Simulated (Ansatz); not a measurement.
A distorted cell of Sn (beta-Sn type, space group I4_1/amd):

```yaml
crystal:
  lattice:
    - [-2.91651, 2.91651, 1.57919]
    - [2.91651, -2.91651, 1.57919]
    - [2.91651, 2.91651, -1.57919]
  atoms:
    - { symbol: Sn, position: [0.88029, 0.38029, 0.76059] }
    - { symbol: Sn, position: [0.00000, 0.00000, 0.00000] }
```

All values below come from PBEsol (plane waves to 420 eV, PAW, scalar-relativistic; Ansatz, a quantum-chemistry and plane-wave program). k mesh 13×13×13 (Γ-centred), Fermi-Dirac smearing 0.05 eV. The energy includes the smearing's −TS. Compression counts positive. With partly filled bands, energies and forces of such displacements shift with the k mesh and the smearing. Sn was relaxed with its symmetry unable to fall.

What forces act on the atoms (eV/Å, Cartesian)?


```
atom      Fx      Fy     Fz
----  ------  ------  -----
Sn1   -3.151  -3.151  0.000
Sn2    3.151   3.151  0.000
```

Give the stress tensor in GPa and the pressure.


```
   27.6    -17.9     10.1
  -17.9     27.6    -10.1
   10.1    -10.1     12.7
```
The pressure, a third of the trace, is 22.6 GPa.

In it atom 1 sits (0.760, 0.760, 0.000) Å away from its relaxed site. What is its energy relative to the relaxed cell?

2438 meV/cell.

(For displaced atoms, the force is minus the slope of the energy, and its curvature is a force constant, which sets phonon frequencies.)
